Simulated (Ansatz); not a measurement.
MoW in space group Cmcm (No. 63; W on 4c, Mo on 4c) at seven volumes, PBE (plane waves, PAW; program Ansatz), shape and atoms relaxed at each. One row is withheld.

```
V (Å³/atom)  P (GPa)
-----------  -------
14.818         29.51
15.307         18.11
15.795          8.35
16.284          0.00
16.772         -7.13
17.261        -13.20
17.749             ?
```

Q: Fit the shown pressures and predict the withheld one.

A: Third-order Birch–Murnaghan: P = (3/2)B₀(x^(7/2) − x^(5/2))[1 + (3/4)(B′ − 4)(x − 1)] with x = (V₀/V)^(2/3). Least squares on the six rows gives V₀ = 16.285 Å³/atom, B₀ = 256.5 GPa, B′ = 4.20. At V = 17.749, x = 0.9442 and P = -18.44 GPa. The run itself gave -18.36 GPa.

The start of the workflow was typed in or built on a structure type; neither database checked (COD, Materials Project) lists it. Whether it is the stable phase at ambient conditions was not checked. Symmetry was held in the PBE relaxation; its stability against distortions is not shown here. The run is not spin-polarised. Its formation energy is positive at this level, so the cell may be metastable or incomplete. Scalar-relativistic: spin–orbit coupling is off unless named, which matters more the heavier the elements.

Potentials: the later of the program's two PAW sets.
